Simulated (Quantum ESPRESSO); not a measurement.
Space group Fm-3m (No. 225); a = 7.622 Å, b = 7.622 Å, c = 7.622 Å, α = 90.00°, β = 90.00°, γ = 90.00°

```tsv
atom	site	symmetry	x	y	z
K	8c	-43m	0.2500	0.2500	0.2500
Pt	4a	m-3m	0.0000	0.0000	0.0000
```
(The calculation used a cell of 3 atoms; values per cell refer to that cell.)

The PBEsol cell relaxed from Materials Project entry mp-1062676 was given an isotropic strain of +2 % on all lattice vectors, and the atoms were relaxed again.

Problem. What does PBEsol (Quantum ESPRESSO, PseudoDojo norm-conserving, 84 Ry, without SOC) give for the electronic structure near the Fermi level?

Solution. The PBEsol gap is indirect, 1.30 eV, from X to L; the smallest direct gap is 1.37 eV. Spin-orbit coupling is left out, which matters for elements this heavy: edges can move by tenths of an eV.

The structure is a Materials Project entry; no match was found in the copy of COD used, and its stability was not checked.
